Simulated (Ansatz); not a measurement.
# YRh$_{5}$, a database entry at a rescaled volume

```xyz
6
Lattice="5.1023 0.0000 0.0000 -2.5512 4.4187 0.0000 0.0000 0.0000 4.2617" Properties=species:S:1:pos:R:3 pbc="T T T"
Rh   -0.0003    2.9460    0.0000
Rh    2.5509    1.4728    0.0000
Y     0.0000    0.0000    0.0000
Rh    2.5512    0.0000    2.1308
Rh    1.2756    2.2094    2.1308
Rh   -1.2756    2.2094    2.1308
```

The numbers come from plane-wave PAW DFT (Ansatz): PBEsol, no spin polarisation, 420 eV, 8×8×8 Γ-centred k points, fermi-dirac occupations (width 0.038 eV). Nothing was relaxed.

**Question.** What is the formation energy?

**Answer.** -0.26 eV an atom against the elements' usual phases (free molecules for gases, crystals otherwise, with no correction for O₂ or N₂), so it is bound against them; other compounds may still compete. Relaxing would lower it.

**Question.** Give the Bader charges.

**Answer.** Bader charges in e: Y +1.73, Rh -0.39 to -0.31. In the mean Y gives up most and Rh takes most.

**Question.** Is the cell too large or too small?

**Answer.** The pressure is 4.2 GPa (compression positive), so with the atoms held at these fractions the cell would first expand. The principal stresses 3.3, 4.7, 4.7 GPa differ, so its shape would change too.

**Question.** Metal or insulator?

**Answer.** It is a metal, with about 7.9 states/eV a cell as the mean within 0.25 eV of the Fermi level, mostly Rh d (89 %).

**Question.** Are the atoms at rest?

**Answer.** The forces vanish by the symmetry of the sites.

**Question.** Describe some of the short contacts.

**Answer.** Rh–Rh at 2.55 Å: least valence density 0.47 e/Å³ and ELF 0.27 there. Rh–Y at 2.95 Å: least valence density 0.21 e/Å³ and ELF 0.15 there. Both are smooth PAW fields, read partly inside the augmentation spheres.

Origin: a database entry at a rescaled volume. Caveats: many states at the Fermi level without spin polarisation, so a magnetic state may lie lower.
